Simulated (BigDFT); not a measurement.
BigDFT run on the molecule C3H7FSi: self-consistent single point.

All values come from this method and carry its errors: PBE, Daubechies wavelet basis, HGH (Krack) norm-conserving potentials made for PBE, isolated boundary conditions (BigDFT).

```xyz
12

F      0.0588     1.7948    -1.1800
C      0.2585     1.1593    -0.0021
C     -0.9429     0.2944     0.5097
C     -0.5694    -0.9928    -0.2904
Si     1.2418    -0.4626    -0.1784
H      0.6666     1.8312     0.7590
H     -0.9496     0.1520     1.6014
H     -1.9266     0.7053     0.2506
H     -0.9446    -1.0041    -1.3181
H     -0.8246    -1.9341     0.2014
H      2.0257    -0.6372    -1.4299
H      1.9063    -0.9062     1.0769
```

Reference input (self-consistent single point, DFT, PBE, Daubechies wavelet basis, HGH (Krack) norm-conserving potentials made for PBE, isolated boundary conditions): basis = Daubechies wavelets; dft.hgrids = 0.324 bohr; dft.rmult = 5 8; dft.ixc = 11; potentials = built-in HGH-K PBE; boundary_conditions = free; dft.gnrm_cv = 1e-04; dft.itermax = 80; dft.idsx = 6; dft.nrepmax = 3. This run's input differs from it in these lines:

```diff
@@ -2,4 +2,4 @@
 dft:
-  hgrids: 0.324
-  rmult: [5, 8]
+  hgrids: 0.372
+  rmult: [5, 7]
   ixc: 11
```

Output (repeated stretches shortened):

```
  #------------------------------------------------------------------- Self-Consistent Cycle
 Ground State Optimization:
 - Hamiltonian Optimization: &itrp001
   - Subspace Optimization: &itrep001-01
       Wavefunctions Iterations:
 iter:  1, EKS: -4.89355386243786512E+01, gnrm:  2.01E-01, D: -8.35E-01,
 iter:  2, EKS: -4.92516539837426137E+01, gnrm:  8.38E-02, D: -3.16E-01,
 iter:  3, EKS: -4.93141531028242568E+01, gnrm:  4.01E-02, D: -6.25E-02,
 iter:  4, EKS: -4.93330212696017867E+01, gnrm:  1.81E-02, D: -1.89E-02,
 iter:  5, EKS: -4.93365650528673854E+01, gnrm:  8.42E-03, D: -3.54E-03,
 iter:  6, EKS: -4.93374472376541178E+01, gnrm:  3.84E-03, D: -8.82E-04,
 iter:  7, EKS: -4.93376482044484845E+01, gnrm:  1.85E-03, D: -2.01E-04,
 iter:  8, EKS: -4.93376982005954616E+01, gnrm:  9.60E-04, D: -5.00E-05,
 iter:  9, EKS: -4.93377111595318070E+01, gnrm:  4.98E-04, D: -1.30E-05,
 iter:  10, EKS: -4.93377142004881577E+01, gnrm:  2.75E-04, D: -3.04E-06,
 iter:  11, EKS: -4.93377152298891701E+01, gnrm:  1.52E-04, D: -1.03E-06,
 iter:  12, EKS: -4.93377155703976698E+01, gnrm:  8.45E-05, D: -3.41E-07,
       -  &FINAL001  { #---------------------------------------------------------- iter: 13
 iter:  13, EKS: -4.93377156851945458E+01, gnrm:  8.45E-05, D: -1.15E-07,  #FINAL
        #Eigenvalues and New Occupation Numbers
       Orbitals: [
   [... 12 lines left out ...]
 Last Iteration                        : *FINAL001
  #---------------------------------------------------------------------- Forces Calculation
 Total electronic charge               :  29.999997467671
 Electric Dipole Moment (AU):
   P vector                            :  [ -3.02273E-02, -3.240494E-01,  5.155373E-01 ]
   norm(P)                             :  6.09672382E-01
 Electric Dipole Moment (Debye):
   P vector                            :  [ -7.683014E-02, -8.236513E-01,  1.310365E+00 ]
   norm(P)                             :  1.54963248E+00
 BigDFT infocode                       :  0
   [... lines left out ...]
 -  {H: [-2.199021869099E-03,  3.625961730792E-03, -1.356951708097E-03]} # 0009
 -  {H: [-5.287286927446E-03, -2.019056583565E-03, -2.199438902293E-03]} # 0010
 -  {H: [ 5.835982208064E-03,  2.564834167325E-03, -9.792077163410E-04]} # 0011
 -  {H: [ 2.958337439326E-03,  4.553293763557E-03, -3.089736654592E-03]} # 0012
 Energy (Hartree)                      : -4.93377156851945458E+01
 Force Norm (Hartree/Bohr)             :  7.22634917445909020E-02
```

The run converged in 13 iterations. Against the reference run the free energy goes up by 20.3 meV/atom and the largest force goes from 2.824 to 2.728 eV/Å.

The grid can part forces that symmetry would make equal. Forces above 1 eV/Å remain at this geometry. This run is one point of a test of settings, so its values need not be converged; read them against the reference run alone. The geometry comes from a cheaper method or was typed, in some cases with atoms then moved at random; it is not relaxed at this level, and the species need not be a known compound.

Cost on one core: about 70 core-seconds (a rough figure).
